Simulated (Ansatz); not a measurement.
V₃Si₂Mo₃:
```
CELL_PARAMETERS angstrom
      3.37699     1.94971     2.75619
     -3.37699     1.94971     2.75619
      0.00000    -3.89942     2.75619
ATOMIC_POSITIONS crystal
  V  0.74890 0.00000 0.25110
  V  0.25110 0.74890 0.00000
  V  0.00000 0.25110 0.74890
  Si 0.24329 0.24329 0.24329
  Si 0.75671 0.75671 0.75671
  Mo 0.74952 0.50000 0.25048
  Mo 0.25048 0.74952 0.50000
  Mo 0.50000 0.25048 0.74952
```

Relaxed with r²SCAN. Special points in fractions of this cell's reciprocal vectors: Γ (0.000, 0.000, 0.000); L (0.500, 0.000, 0.000); T (0.500, -0.500, 0.500); P0 (0.500, -0.500, 0.500); P2 (0.500, 0.500, 0.500); F (0.500, -0.500, 0.000).

Question: List the band energies nearest the Fermi level at these points for plane-wave PAW r²SCAN (Ansatz code).

Answer: In eV from the Fermi level; about four levels below and three above (degenerate sets whole), none deeper than 8.9 eV; points with the same levels are listed once.

```
k                          below                above
-  -----------------------------  -------------------
Γ  -1.42 -1.42 -0.98 -0.71 -0.71       1.84 1.84 1.85
L        -1.55 -1.11 -1.07 -0.92  0.84 0.91 1.61 1.61
T  -0.69 -0.69 -0.17 -0.17 -0.06       1.73 1.79 1.79
F        -0.27 -0.22 -0.12 -0.05       0.13 0.47 0.61
```

Space group R32. The first step of the workflow began from a Materials Project structure, measured or hypothetical; the Crystallography Open Database copy checked does not list it. With V and Mo taken as one species the cell has the higher symmetry Pm-3n, so it may be an ordered model of a mixed-site phase. Its standing as an ambient phase is unchecked. The r²SCAN relaxation kept the symmetry of its start; whether a distortion lowers the energy is not shown. No spin polarisation was allowed. Scalar-relativistic: spin–orbit coupling is off unless named, which matters more the heavier the elements.

Potentials: the later of the program's two PAW sets.
